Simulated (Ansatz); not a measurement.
TlBr:
```xyz
2
Lattice="3.9802 0.0000 0.0000 0.0000 3.9802 0.0000 0.0000 0.0000 3.9802" Properties=species:S:1:pos:R:3 pbc="T T T"
Tl     0.0000     0.0000     0.0000
Br     1.9901     1.9901     1.9901
```

Tensor components refer to the Cartesian frame of this cell.

Task: Give the high-frequency dielectric tensor and the Born effective charge tensors of the independent atoms from DFPT, the program Ansatz at the PBE+D3(BJ) level (PAW).

Result: 
ε∞:
```
6.04  0.00  0.00
0.00  6.04  0.00
0.00  0.00  6.04
```
Z* of atom 1 (Tl), rows: field, columns: displacement, in e:
```
2.11  0.00  0.00
0.00  2.11  0.00
0.00  0.00  2.11
```
Z* of atom 2 (Br), rows: field, columns: displacement, in e:
```
-2.11   0.00   0.00
 0.00  -2.11   0.00
 0.00   0.00  -2.11
```

Static charges for comparison (Bader): Tl1 +0.65, Br2 -0.65 e. Born charges measure polarisation by displacement and can exceed these by far.

Space group Pm-3m (CsCl type). Symmetry was held in the PBE+D3(BJ) relaxation; phonons on a q-mesh show no instability. Spin–orbit coupling is left out wherever it is not named.

Potentials: the later of the program's two PAW sets.
